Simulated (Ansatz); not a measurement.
Notes on LuBi₂As₄Br

```
Lu Bi As Br
1.0
     4.24823    0.00000    0.00000
     0.00000    4.24823    0.00000
     0.00000    0.00000   10.08745
Lu Bi As Br
1 2 4 1
Cartesian
  0.0000 0.0000 0.0000
  2.1241 2.1241 7.3568
  2.1241 2.1241 2.7307
  2.1241 0.0000 8.6147
  0.0000 2.1241 8.6147
  2.1241 0.0000 1.4728
  0.0000 2.1241 1.4728
  0.0000 0.0000 5.0437
```

Method: PBE, no spin polarisation; PAW, plane waves to 420 eV, 6×6×3 Γ-centred mesh, methfessel-paxton occupations (width 0.1372 eV) (Ansatz 0.2.0), atoms fixed.

(1) What does the stress say?

(2) Which element gives electrons and which takes them?

(3) What happens at the Fermi level?

(4) Where is the largest force?

(5) What is the formation energy?

(6) What do density and ELF say about some of the short contacts?

Origin: a known structure type with other elements, at an estimated volume, so it need not be a known compound. Caveats: many states at the Fermi level without spin polarisation, so a magnetic state may lie lower; atoms or cell far from equilibrium.

Results:

(1) The pressure is 36.0 GPa (compression positive), so with the atoms held at these fractions the cell would first expand; the forces are large, so a full relaxation may end otherwise. The principal stresses 30.7, 38.7, 38.7 GPa differ, so its shape would change too.

(2) Bader charges in e: Lu +1.34, Bi +0.74, As -0.54, Br -0.66. In the mean Lu gives up most and Br takes most.

(3) It is a metal, with about 3.6 states/eV a cell as the mean within 0.25 eV of the Fermi level, mostly As p (50 %), Bi p (19 %) and Lu d (14 %).

(4) The largest is on Bi2 (and as large on other atoms): 8.39 eV/Å, components (0.00, 0.00, -8.39). It makes 121° with the line to a nearest neighbour, As4 at 2.47 Å.

(5) 0.79 eV an atom against the elements' usual phases (free molecules for gases, crystals otherwise, with no correction for O₂ or N₂), so at this geometry it isn't bound against them. Relaxing would lower it.

(6) Bi–As at 2.47 Å: least valence density 0.58 e/Å³ and ELF 0.52 there. Lu–As at 2.58 Å: least valence density 0.43 e/Å³ and ELF 0.35 there. Br–Bi at 3.79 Å: least valence density 0.06 e/Å³ and ELF 0.07 there. Both are smooth PAW fields, read partly inside the augmentation spheres.
